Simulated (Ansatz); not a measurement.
Bulk SnSe, relaxed with plane-wave PAW r²SCAN+D4 (Ansatz code):

```
CELL_PARAMETERS angstrom
     11.66979     0.00000     0.00000
      0.00000     4.12120     0.00000
      0.00000     0.00000     4.65496
ATOMIC_POSITIONS crystal
  Sn 0.62080 0.75000 0.37666
  Sn 0.37920 0.25000 0.62334
  Sn 0.87920 0.25000 0.87666
  Sn 0.12080 0.75000 0.12334
  Se 0.14725 0.25000 0.51455
  Se 0.85275 0.75000 0.48545
  Se 0.35275 0.75000 0.01455
  Se 0.64725 0.25000 0.98545
```

**Question.** One layer is taken out and relaxed. What does that cost?

**Answer.** 133 meV/atom, or 28 meV/Å² of layer.

**Question.** What lattice and gap has the free layer?

**Answer.** a = 4.160 Å, b = 4.545 Å; gap 1.44 eV, indirect.

Space group Pmn2_1 (puckered). A layer that has been made, often on a substrate. Symmetry was held in the r²SCAN+D4 relaxation; its stability against distortions is not shown here. Spin–orbit coupling is left out wherever it is not named.

Potentials: the later of the program's two PAW sets.
